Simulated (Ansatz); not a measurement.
Be2C (fluorite or antifluorite type, Fm-3m) under volume change, plane-wave PAW PBEsol (Ansatz code), scaled uniformly.

| V (Å³/atom) | E − E(relaxed) (meV/atom) | P (GPa) |
|---|---|---|
| 6.074 | 39.9 | 22.85 |
| 6.275 | 16.9 | 14.17 |
| 6.475 | 4.0 | 6.61 |
| 6.675 | 0.0 | -0.01 |
| 6.875 | [?] | [?] |
| 7.076 | [?] | [?] |
| 7.276 | 30.5 | -15.26 |

Question: Fill in the missing entries.

Answer: 
- 6.875, E − E(relaxed) (meV/atom): 3.7
- 6.875, P (GPa): -5.78
- 7.076, E − E(relaxed) (meV/atom): 14.2
- 7.076, P (GPa): -10.84

Question: What does a third-order Birch–Murnaghan fit give for V₀, B₀ and B′?

Answer: V₀ = 6.68 Å³/atom, B₀ = 206 GPa, B′ = 3.5.

The cell was relaxed with PBEsol under the symmetry of its start.

Potentials: the later of the program's two PAW sets.
